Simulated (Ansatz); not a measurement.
Sheets of one type (MA2Z4 (octahedral core, outer Z over the far inner Z)-type), plane-wave PAW r²SCAN+D4 (Ansatz code); HSE06 gaps on those cells.

| layer | a (Å) | thickness (Å) |
|---|---|---|
| HfAs4Ge2 | 3.826 | 9.94 |
| TiGe2N4 | 3.041 | 7.04 |
| MnGe2N4 | 3.013 | 6.89 |
| HfGe2N4 | [?] | [?] |

Problem. Fill in the missing entries.

Solution. 
- HfGe2N4, a (Å): 3.133
- HfGe2N4, thickness (Å): 7.14

Spin orders computed, not proven ground states: MnGe2N4, MA2Z4 (octahedral core, outer Z over the far inner Z)-type layer ferromagnetic. All cells were relaxed under the symmetry of their starts (and spin orders); stability against distortions was not tested throughout. Rows with no word on spin ran without spin polarisation. Spin–orbit coupling is left out wherever it is not named. Constructed layers (a layer type filled with these elements): HfAs4Ge2, MA2Z4 (octahedral core, outer Z over the far inner Z)-type layer; TiGe2N4, MA2Z4 (octahedral core, outer Z over the far inner Z)-type layer; MnGe2N4, MA2Z4 (octahedral core, outer Z over the far inner Z)-type layer; HfGe2N4, MA2Z4 (octahedral core, outer Z over the far inner Z)-type layer.

Potentials: the later of the program's two PAW sets.
